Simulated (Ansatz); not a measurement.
A geometry of Ni away from equilibrium: the start of the relaxation of a relaxed Ni cell, doubled along one cell vector, shaken by Gaussian noise of σ = 0.08 Å a coordinate. The numbers are results of r2SCAN (plane waves to 500 eV, PAW, scalar-relativistic; Ansatz, a first-principles code), not measurements. Γ-centred k-mesh 16×8×16 on the run's cell (coarser than for final values), Fermi–Dirac smearing 0.05 eV.

```xyz
2
Lattice="0.0000 1.7399 1.7399 3.4797 0.0000 3.4797 1.7399 1.7399 0.0000" Properties=species:S:1:pos:R:3:forces:R:3 pbc="T T T" free_energy=-11690.549 pressure_GPa=1.4
Ni    -0.0079     0.0116    -0.0150   -0.1817    0.6371   -0.4273
Ni     1.7750     0.1346     1.6829    0.1817   -0.6371    0.4273
```

Positions in Å, forces in eV/Å, free energy of the cell in eV (comparable only within this code, potentials and settings). Largest force: 0.79 eV/Å, on Ni1, Ni2 (atoms numbered as listed); the geometry lies 0.02 eV/atom above the end of its relaxation.

Spin-polarised start, with parallel moments on Ni.

Spin state reached: ferromagnetic (net 0.74 μB/atom), from parallel starting moments; other spin orders were not run from this start. r2SCAN tends to overstate moments in metals.

The run could not lose the symmetry of its start.
